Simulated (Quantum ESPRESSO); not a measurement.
SiGe$_{7}$ (made-up cell) (calculated)

All values are calculated (Quantum ESPRESSO 7.5). Calculation on a made-up crystal cell, not a measurement: periodic Kohn-Sham density functional theory in plane waves with PseudoDojo standard norm-conserving scalar-relativistic pseudopotentials, each functional with its own files (v0.5 for PBE, v0.4.1 for LDA and PBEsol), no spin polarisation, no spin-orbit coupling, atoms not relaxed, stress positive in tension, energies less a fixed whole-eV offset for each atom's element; levels are Kohn-Sham levels at fractions of this cell's reciprocal vectors, counted from the reference band (half the neutral cell's valence electrons, rounded up) at Gamma; error bars cover cutoff and k-mesh only, not smearing or the files; each bar is the largest change over components, and at least 0.002 eV, 0.002 eV per angstrom or 0.02 GPa; added strain carries the atoms with the cell, and shear is the tensor component; energies are for the whole cell, and the offsets were chosen from early runs and are not element reference energies; machines and their load varied, so run times do not measure scaling.

Entry: SiGe$_{7}$ (made-up cell)

```cif
# cell vector a (Å): 5.8087 0.0000 0.0000
# cell vector b (Å): 0.0000 5.8087 0.0000
# cell vector c (Å): 0.0000 0.0000 5.8087
data_SiGe7
_symmetry_space_group_name_H-M 'P 1'
_symmetry_Int_Tables_number 1
_cell_length_a 5.8087
_cell_length_b 5.8087
_cell_length_c 5.8087
_cell_angle_alpha 90.000
_cell_angle_beta 90.000
_cell_angle_gamma 90.000
_cell_volume 195.99
loop_
_atom_site_label
_atom_site_type_symbol
_atom_site_fract_x
_atom_site_fract_y
_atom_site_fract_z
_atom_site_occupancy
Ge1 Ge 0.98449 0.02512 0.00573 1
Si1 Si 0.98316 0.50409 0.51845 1
Ge2 Ge 0.52680 0.01276 0.50412 1
Ge3 Ge 0.49452 0.48634 0.01467 1
Ge4 Ge 0.23491 0.26030 0.24880 1
Ge5 Ge 0.27433 0.74178 0.75070 1
Ge6 Ge 0.72863 0.24992 0.74168 1
Ge7 Ge 0.73781 0.73292 0.25033 1
```

Here we set lattice type zincblende/diamond, functional pbe, cutoff 1061 eV, fermi dirac smearing 0.1 eV, scf tolerance 1e-07 eV, electrons removed 0, run command mpirun -np 4 pw.x -nk 4 -in in, run processor AMD EPYC, older, virtual cores and k mesh 6 x 6 x 6, shifted by half a step.

Atoms:
| atoms element | atom site | atom energy offset (eV) |
| --- | --- | --- |
| Ge | 1 | -2430 |
| Si | 2 | -115 |
| Ge | 3 | -2430 |
| Ge | 4 | -2430 |
| Ge | 5 | -2430 |
| Ge | 6 | -2430 |
| Ge | 7 | -2430 |
| Ge | 8 | -2430 |

Questions
1. What stress yy does the calculation give for SiGe$_{7}$ (made-up cell)?
2. Estimate the stress xz of SiGe$_{7}$ (made-up cell).
3. Give the missing stress zz for SiGe$_{7}$ (made-up cell).
4. Give the table of forces values for SiGe$_{7}$ (made-up cell).

Answers
1. 1.247 GPa
2. -1.433 GPa
3. 1.015 GPa
4. 
Forces:
| site | x (eV/Å) | y (eV/Å) | z (eV/Å) |
| --- | --- | --- | --- |
| 1 | 0.3591 | -1.607 | -0.5172 |
| 2 | 0.8135 | 0.1991 | -0.4356 |
| 3 | -2.226 | -1.517 | -1.507 |
| 4 | -0.2211 | 0.2954 | -0.6713 |
| 5 | -0.2094 | -0.2489 | 1.409 |
| 6 | -1.213 | 0.8047 | 0.06613 |
| 7 | 1.576 | 1.222 | 1.346 |
| 8 | 1.121 | 0.8523 | 0.3094 |

Further results for SiGe$_{7}$ (made-up cell):

| Property | Result |
| --- | --- |
| free energy less offsets | -3.069 eV |
| scf iterations | 9 |
| smearing term minus ts | -0.01887 eV |
| pressure | -1.375 GPa |
| stress xx | 1.863 GPa |
| stress yz | -1.235 GPa |
| stress xy | -1.832 GPa |
| fermi level | 0.01526 eV |
| reference band | 51 |
| error bar energy | 0.002 eV |
| error bar stress | 0.02 GPa |
| error bar force | 0.006117 eV/Å |
| error bar next band up | 0.002 eV |
| error bar fermi level | 0.01738 eV |
| error bars from | tighter rerun of this cell |
| wall time of scf and band steps on a shared machine | 387.4 s |

Levels:
| level k point | next band up (eV) |
| --- | --- |
| Gamma | 0.1159 |
| (1/2,1/2,1/2) | -0.2822 |
| (0.15,0,0) | 0.3921 |
| (0,0.15,0) | 0.3544 |
| (0,0,0.15) | 0.2878 |
